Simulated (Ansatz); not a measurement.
Cu Kα1 powder pattern (kinematic, no thermal factors).
```csv
2θ (°),relative intensity
18.94,11
19.98,7
30.50,100
32.47,83
34.36,37
37.86,4
38.42,5
40.60,5
46.58,30
47.08,14
48.00,29
51.16,2
52.92,8
54.22,4
56.70,34
59.15,8
61.52,1
62.73,5
63.48,5
64.64,5
68.00,9
68.39,9
69.12,9
72.43,14
74.22,2
76.33,7
77.39,13
78.46,7
80.90,1
81.63,10
82.31,2
83.36,2
86.81,2
```

The pattern is computed from a structure relaxed with DFT PBE, scalar-relativistic, plane waves, PAW in Ansatz. No spin polarisation. Its elements are P, Sb.

Task: Give the structure.

Result: Sb4P.
Space group I4/mmm (No. 139). a = 5.510 Å, b = 5.510 Å, c = 8.880 Å, α = 90.00°, β = 90.00°, γ = 90.00°
| atom | site | symmetry | x | y | z |
| --- | --- | --- | --- | --- | --- |
| Sb | 4e | 4mm | 0.0000 | 0.0000 | 0.3189 |
| Sb | 4c | mmm. | 0.0000 | 0.5000 | 0.0000 |
| P | 2a | 4/mmm | 0.0000 | 0.0000 | 0.0000 |

A pattern alone doesn't exclude other cells with like lines; this is the one computed.

It was reached by relaxing an invented guess, and it needn't be the stable form of this composition.
